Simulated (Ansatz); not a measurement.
CoSi₂:
```
CoSi2
1.0
    0.00000     2.67986     2.67986
    2.67986     0.00000     2.67986
    2.67986     2.67986     0.00000
Co Si
1 2
Direct
  0.00000   0.00000   0.00000
  0.75000   0.75000   0.75000
  0.25000   0.25000   0.25000
```

Relaxed with PBE.

Task: List the phonon frequencies at the special points (DFPT on a 3×3×3 q-mesh, Fourier-interpolated; PBE (plane waves, PAW; program Ansatz)).

Result: In cm⁻¹; no LO–TO term at Γ, as the run had none.

```csv
q,frequencies
Γ,0 0 0 326 326 326 331 331 331
X,177 177 258 269 269 282 372 376 376
U,157 225 240 260 280 312 365 370 376
K,157 225 240 260 280 312 365 370 376
L,108 108 283 309 309 334 348 355 355
W,191 226 226 255 271 342 342 368 382
```

Space group Fm-3m (fluorite or antifluorite type). Symmetry was held in the PBE relaxation; phonons on a q-mesh show no instability. The run is not spin-polarised. As this level gives no gap, phonon frequencies hold no LO–TO term and depend on the k-mesh and smearing (Fermi–Dirac, 0.1 eV here).

Potentials: the later of the program's two PAW sets.
